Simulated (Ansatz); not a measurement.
Ge (diamond)

```yaml
crystal:
  lattice:
    - [0.00000, 2.88111, 2.88111]
    - [2.88111, 0.00000, 2.88111]
    - [2.88111, 2.88111, 0.00000]
  atoms:
    - { symbol: Ge, position: [0.50000, 0.50000, 0.50000] }
    - { symbol: Ge, position: [0.75000, 0.75000, 0.75000] }
```

Two-dimensional scan of atom 2 (Ge, nearest neighbour Ge at 2.495 Å; its periodic images, 4.1 Å or more away, move with it): u runs along (1.000, 0.000, 0.000), v along (0.000, 1.000, 0.000) (Cartesian). Cell and other atoms are fixed.

Method: PBE (plane waves to 420 eV, PAW, scalar-relativistic; Ansatz, a first-principles code). k mesh 11×11×11 (Γ-centred), Fermi-Dirac smearing 0.05 eV. With partly filled bands, energies and forces of such displacements shift with the k mesh and the smearing. Fu and Fv are the components of the force on the atom. Ge was relaxed with its symmetry unable to fall. The PAW data are Ansatz's earlier set. 

```csv
Fu (eV/Å),u = -0.620,u = -0.413,u = -0.207,u = 0.000,u = 0.207,u = 0.413,u = 0.620
v = -0.620,___,5.20,2.78,0.00,-2.78,-5.20,___
v = -0.413,5.32,4.19,2.30,0.00,-2.30,-4.19,-5.32
v = -0.207,4.41,3.62,2.06,0.00,-2.06,-3.62,-4.41
v = 0.000,4.14,3.45,1.98,0.00,-1.98,-3.45,-4.14
v = 0.207,4.41,3.62,2.06,0.00,-2.06,-3.62,-4.41
v = 0.413,5.32,4.19,2.30,0.00,-2.30,-4.19,-5.32
v = 0.620,___,5.20,2.78,0.00,-2.78,-5.20,___
```

### Question
Some entries are withheld; supply them.

### Answer

- v = -0.620, u = -0.620: 6.94
- v = -0.620, u = 0.620: -6.94
- v = 0.620, u = -0.620: 6.94
- v = 0.620, u = 0.620: -6.94

(For displaced atoms, the force is minus the slope of the energy, and its curvature is a force constant, which sets phonon frequencies.)
